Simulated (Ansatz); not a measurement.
Cu Kα1 powder pattern (kinematic, no thermal factors).
| 2θ (°) | relative intensity |
| --- | --- |
| 19.28 | 21 |
| 21.21 | 22 |
| 23.33 | 4 |
| 28.82 | 25 |
| 29.09 | 29 |
| 30.18 | 100 |
| 36.06 | 17 |
| 36.28 | 39 |
| 39.13 | 2 |
| 42.41 | 42 |
| 43.20 | 37 |
| 44.93 | 10 |
| 47.71 | 8 |
| 48.61 | 5 |
| 50.19 | 5 |
| 52.76 | 9 |
| 52.93 | 22 |
| 57.65 | 20 |
| 59.69 | 3 |
| 60.30 | 7 |
| 62.75 | 12 |
| 64.09 | 7 |
| 64.68 | 2 |
| 66.31 | 3 |
| 68.91 | 18 |
| 70.49 | 2 |
| 70.63 | 9 |
| 71.20 | 17 |
| 74.56 | 4 |
| 74.69 | 5 |
| 76.49 | 1 |
| 77.03 | 13 |
| 78.69 | 14 |
| 80.45 | 2 |
| 80.99 | 2 |
| 84.37 | 2 |
| 86.39 | 2 |

The pattern is computed from a structure relaxed with DFT PBE, scalar-relativistic, plane waves, PAW (Ansatz). No spin polarisation. Its elements are Ge, Sb, Te.

Task: Give the structure.

Result: GeSbTe3.
Space group P4/mmm (No. 123). a = 4.185 Å, b = 4.185 Å, c = 9.202 Å, α = 90.00°, β = 90.00°, γ = 90.00°
```
atom  site  symmetry       x       y       z
  Ge    1a     4/mmm  0.0000  0.0000  0.0000
  Sb    1d     4/mmm  0.5000  0.5000  0.5000
  Te    2h       4mm  0.5000  0.5000  0.1624
  Te    1b     4/mmm  0.0000  0.0000  0.5000
```

A pattern alone doesn't exclude other cells with like lines; this is the one computed.

The structure comes from a generated guess; another structure or a mixture of phases may lie lower.
